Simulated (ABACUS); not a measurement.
A self-consistent single point of Y2H2C (P1, 10 atoms in the cell; from Materials Project mp-644278, changed as shown) with ABACUS.

Level of theory: LDA (PW92), PseudoDojo 0.4 standard norm-conserving LDA (tails mended) pseudopotentials (plane waves; ABACUS).

The change in words: atoms moved at random. Reference geometry (P-3m1):
```yaml
crystal:
  lattice:
    - [3.74986, 0.00000, 0.00000]
    - [0.00000, 6.49495, 0.00000]
    - [0.00000, 0.00000, 6.13499]
  atoms:
    - { symbol: Y, position: [0.50000, 0.16667, 0.77531] }
    - { symbol: Y, position: [0.00000, 0.33333, 0.22469] }
    - { symbol: Y, position: [0.00000, 0.66667, 0.77531] }
    - { symbol: Y, position: [0.50000, 0.83333, 0.22469] }
    - { symbol: H, position: [0.50000, 0.16667, 0.39028] }
    - { symbol: H, position: [0.00000, 0.33333, 0.60972] }
    - { symbol: H, position: [0.00000, 0.66667, 0.39028] }
    - { symbol: H, position: [0.50000, 0.83333, 0.60972] }
    - { symbol: C, position: [0.00000, 0.00000, 0.00000] }
    - { symbol: C, position: [0.50000, 0.50000, 0.00000] }
```

Reference input (self-consistent single point, DFT, LDA (PW92), plane waves, PseudoDojo 0.4 standard norm-conserving LDA (tails mended) pseudopotentials): KPT = Gamma 5 3 4 0 0 0; basis_type = pw; dft_functional = PWLDA; ecutwfc = 82 Ry; smearing_method = fd; smearing_sigma = 0.00734986 Ry; potentials = PseudoDojo 0.4 standard norm-conserving LDA (tails mended); symmetry = 1; symmetry_prec = 1e-05; ks_solver = dav_subspace; scf_nmax = 100; scf_thr = 1.0e-09 Ry. This run's input differs from it in these lines:

```diff
@@ -40,6 +40,6 @@
 4
-   3.5431032580    2.0456159286    8.9885125392
-   0.0000000000    4.0912195834    2.6049307792
-   0.0000000000    8.1824514405    8.9885125392
-   3.5431032580   10.2280550954    2.6049307792
+   3.5823821007    2.1738880644    9.0952533718
+   0.0815764094    4.2677395201    2.6486380605
+  -0.0351263257    8.1314175164    8.9683051675
+   3.4756283995   10.1985491903    2.6129534420
 
@@ -48,6 +48,6 @@
 4
-   3.5431032580    2.0456159286    4.5246890583
-   0.0000000000    4.0912195834    7.0687542601
-   0.0000000000    8.1824514405    4.5246890583
-   3.5431032580   10.2280550954    7.0687542601
+   3.4521801422    2.1520532037    4.6170076475
+  -0.0593469796    3.9732205102    7.1551254128
+   0.0756735994    8.1855198583    4.5409546593
+   3.5296252932   10.1395005590    6.9307459108
 
@@ -56,4 +56,4 @@
 2
-   0.0000000000    0.0000000000    0.0000000000
-   3.5431032580    6.1368355120    0.0000000000
+   0.0129819303   -0.0403067356   -0.0464897077
+   3.5999488067    6.0499379211   -0.1487206909
 # file: KPT
```

The program printed (abridged):

```
 SELF-CONSISTENT
 -------------------------------------------
                                 init_chg = atomic

 PW ALGORITHM --------------- ION=   1  ELEC=   1--------------------------------

 Density error is 2.48112020038
                          Error Threshold = 0.01
 E_KohnSham     -354.9580771661      -4829.4524005821
 E_Fermi        0.5895009397         8.0205717556

 PW ALGORITHM --------------- ION=   1  ELEC=   2--------------------------------

 Density error is 4.59189196455
                          Error Threshold = 0.0044305717864
 E_KohnSham     -355.2245123030      -4833.0774365919
   [... lines left out ...]

 Density error is 3.50038324246e-09
                          Error Threshold = 6.60428461428e-11
 E_KohnSham     -355.9771782495      -4843.3179821552
 E_Fermi        0.6181585865         8.4104790434

 PW ALGORITHM --------------- ION=   1  ELEC=  12--------------------------------

 Density error is 1.1268911757e-10
                          Error Threshold = 6.25068436153e-12
 E_KohnSham     -355.9771782500      -4843.3179821618
 E_KS(sigma->0) -355.9754898638      -4843.2950104889
 E_entropy(-TS) -0.0033767724        -0.0459433457
 E_Fermi        0.6181599988         8.4104982599
 charge density convergence is achieved
 final etot is -4843.3179822 eV
 EFERMI = 8.4104982599 eV

 STATE ENERGY(eV) AND OCCUPATIONS    NSPIN == 1
   [... 35 lines left out ...]

 TOTAL-FORCE (eV/Angstrom)
                        Y1        -0.1051509205        -0.7040973620        -0.0482558241
                        Y2        -0.2042434456        -0.7576387917        -0.4093665025
                        Y3         0.0713599051         0.4191503103         0.2760486123
                        Y4         0.1962191947         0.6058194790        -0.6518271624
                        H1         0.1157705076        -0.0002710841        -0.1858160394
                        H2         0.1038015960         0.2230986044        -0.0890109533
                        H3        -0.1005966353        -0.0604941518        -0.1321946310
   [... lines left out ...]

 TOTAL-STRESS (KBAR)
      -107.4481093340         1.9451759456        -1.1832096044
         1.9451759456      -104.3694995792         1.8753188590
        -1.1832096044         1.8753188590       -99.4117776406
 TOTAL-PRESSURE: -103.743129 KBAR

 --------------------------------------------
 !FINAL_ETOT_IS -4843.3179821617950438 eV
 --------------------------------------------
```

The run converged in 12 iterations. Against the reference run the free energy rises by 15.0 meV/atom, the pressure goes from -10.91 to -10.37 GPa and the largest force goes from 0.441 to 0.911 eV/Å.

The structure comes from a collection of computed structures, made at another level of theory; the collection holds predicted forms beside known ones. Its lattice was then scaled. No clean gap shows at this smearing width and mesh (spacing up to 0.34 Å⁻¹); the mesh is coarse for partly filled bands, so the values carry mesh errors.

Cost on one core: roughly 3 core-minutes.

“Tails mended”: in these copies of the files the far tail of each local potential was reset to the Coulomb form.
